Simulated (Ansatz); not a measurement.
Input:

BeS:
```cif
data_Be2S2
_chemical_formula_sum 'Be2 S2'
_space_group_name_H-M_alt 'P 1'
_space_group_IT_number 1
_cell_length_a 3.30064
_cell_length_b 3.30064
_cell_length_c 5.24700
_cell_angle_alpha 90.000
_cell_angle_beta 90.000
_cell_angle_gamma 120.000
loop_
_space_group_symop_operation_xyz
  'x, y, z'
loop_
_atom_site_label
_atom_site_type_symbol
_atom_site_fract_x
_atom_site_fract_y
_atom_site_fract_z
_atom_site_occupancy
Be1 Be 0.00000 0.00000 0.00000 1
Be2 Be 0.00000 0.00000 0.50000 1
S1 S 0.33333 0.66667 0.25000 1
S2 S 0.66667 0.33333 0.75000 1
```

This is the PBE-relaxed structure.

**Question.** All from the program Ansatz at the PBE level (PAW), unless another level is named. Predict the electron effective mass.

**Answer.** 0.35, 0.59, 0.59 mₑ (principal values).

**Question.** Next, the formation energy from the elements (no fitted shifts)?

**Answer.** -0.55 eV/atom.

**Question.** Next, the conduction-band minimum?

**Answer.** at K (2 equivalent valleys).

Space group P6_3/mmc (NiAs type). A made-up cell: these elements were put on the sites of a structure type; neither database checked (COD, Materials Project) lists it. COD files the formula under space group No. 216, so this cell is another polymorph or a model. Its standing as an ambient phase is unchecked. The cell was relaxed with PBE under the symmetry of its start. At this level the phase is dynamically unstable (imaginary phonons). The references are the lowest solids computed at this level, not always the standard phases.

Potentials: the later of the program's two PAW sets.

Edges and masses are those of Kohn–Sham bands, whose gap is no quasiparticle gap.
